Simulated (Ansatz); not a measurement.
VSi2 in space group P6_422 (No. 181; V on 3c, Si on 6i) under volume change, plane-wave PAW r²SCAN (Ansatz code), shape and atoms relaxed at each volume.

```tsv
V (Å³/atom)	E − E(relaxed) (meV/atom)	P (GPa)
11.366	70.2	21.77
11.741	29.4	13.31
12.116	7.0	6.11
12.490	0.0	0.00
12.865	6.2	-5.19
13.240	23.7	-9.59
13.614	50.6	-13.31
```

What does a third-order Birch–Murnaghan fit give for V₀, B₀ and B′?

V₀ = 12.49 Å³/atom, B₀ = 187 GPa, B′ = 4.4.

The first step of the workflow began from a Materials Project structure, measured or hypothetical; the Crystallography Open Database files this formula in space group No. 181, but the cells were not matched. Whether it is the stable phase at ambient conditions was not checked. Symmetry was held in the r²SCAN relaxation; whether a distortion lowers the energy is not shown. The workflow began spin-polarised and lost its moments.

Potentials: the later of the program's two PAW sets.
